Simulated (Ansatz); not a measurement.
MgH2: reading a single point

```
H Mg
1.0
     4.48368    0.00000    0.00000
     0.00000    4.48368    0.00000
     0.00000    0.00000    2.99835
H Mg
4 2
Direct
  0.30600 0.30600 0.00000
  0.19400 0.80600 0.50000
  0.69400 0.69400 0.00000
  0.80600 0.19400 0.50000
  0.00000 0.00000 0.00000
  0.50000 0.50000 0.50000
```

Single point in Ansatz 0.2.0 with PBE, no spin polarisation. Cutoff 420 eV, PAW datasets, 6×6×9 Γ-centred k mesh, fermi-dirac filling (width 0.1 eV).

Is it stable against the elements?

-0.18 eV an atom against the elements' usual phases (free molecules for gases, crystals otherwise, with no correction for O₂ or N₂), so it is bound against them; other compounds may still compete. Relaxing would lower it.

Describe some of the short contacts.

H–Mg at 1.94 Å: least valence density 0.20 e/Å³ and ELF 0.10 there, a closed-shell (ionic or weak) contact. These are pseudo-fields; inside the PAW spheres they differ from the all-electron ones.

Is the cell too large or too small?

The pressure is 1.1 GPa (compression positive), so with the atoms held at these fractions the cell would first expand.

Give the Bader charges.

Bader charges in e: Mg +1.64, H -0.82. In the mean Mg gives up most and H takes most.

What is the band gap?

The gap is 3.77 eV, indirect (the least direct gap found is 4.59 eV).

Where is the largest force?

The largest is on H1 (and as large on other atoms): 0.07 eV/Å, components (-0.05, -0.05, 0.00). It makes 129° with the line to a nearest neighbour, Mg6 at 1.94 Å.

Origin: a database entry at a rescaled volume. Caveats: the mesh misses a band edge that the path finds.
